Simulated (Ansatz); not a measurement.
Values for one crystal, relaxed and computed with the program Ansatz at the PBEsol level (PAW); other levels are named.

- Volume per atom = 17.24 Å³
- Electronic character = metallic (no gap)
- Gap with spin–orbit coupling = none (metallic)
- Pressure derivative B′ = 4.1
- Formation energy from the elements (no fitted shifts) = -1.02 eV/atom
- Density of states at the Fermi level = 0.25 states/eV per atom (mean over ±0.08 eV)
- Bulk modulus (Birch–Murnaghan fit) = 152 GPa

Task: Which of these materials gives this?
A) ZrSi, Cmcm (Zr on 4c, Si on 4c)
B) HfN, CsCl type
C) ZnSe, P-6m2 (Zn on 1a, Se on 1f)
D) MgTe, CsCl type

Result: A, ZrSi, Cmcm (Zr on 4c, Si on 4c)

The first step of the workflow began from a Materials Project structure, measured or hypothetical; the Crystallography Open Database files this formula in space group No. 63, but the cells were not matched. Whether it is the stable phase at ambient conditions was not checked. The PBEsol relaxation kept the symmetry of its start; whether a distortion lowers the energy is not shown. No spin polarisation was allowed. The references are the lowest solids computed at this level, not always the standard phases. Spin–orbit coupling is left out wherever it is not named.

Potentials: the later of the program's two PAW sets.
